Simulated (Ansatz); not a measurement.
Given:

Al2O3 (corundum)

```cif
data_Al12O18
_chemical_formula_sum 'Al12 O18'
_space_group_name_H-M_alt 'R-3c :H'
_space_group_IT_number 167
_space_group_name_Hall '-R 3 2"c'
_cell_length_a 4.80798
_cell_length_b 4.80798
_cell_length_c 13.12160
_cell_angle_alpha 90.000
_cell_angle_beta 90.000
_cell_angle_gamma 120.000
loop_
_atom_site_label
_atom_site_type_symbol
_atom_site_symmetry_multiplicity
_atom_site_Wyckoff_symbol
_atom_site_fract_x
_atom_site_fract_y
_atom_site_fract_z
_atom_site_occupancy
Al1 Al 12 c 0.00000 0.00000 0.14787 1
O1 O 18 e 0.30616 0.30616 0.25000 1
```
(The calculation used a cell of 10 atoms; values per cell refer to that cell.)

The volume is varied about the relaxed value V₀ at fixed cell shape. The atoms relax within the cell's symmetry.

All values below come from PBE (plane waves to 420 eV, PAW, scalar-relativistic; Ansatz, a program for electronic structure). k mesh 8×8×8 (Γ-centred), Fermi-Dirac smearing 0.05 eV. The energy includes the smearing's −TS. Compression counts positive. With the shape held, the modulus is that of even scaling; a crystal free to change shape is softer. Al2O3 was relaxed with its symmetry unable to fall. The PAW data are Ansatz's earlier set. ΔE is measured from the relaxed starting cell.

The scan covers V/V₀ from 0.900 to 1.100 in 11 points.

Question: What pressure does the cell carry at V/V₀ = 0.900?

Answer: 30.0 GPa.

Question: What is ΔE at V/V₀ = 0.900?

Answer: 75.1 meV/atom.

Question: What is ΔE at V/V₀ = 1.100?

Answer: 53.6 meV/atom.

(Under strain, the slope of the energy per volume gives the stress and its curvature an elastic modulus.)
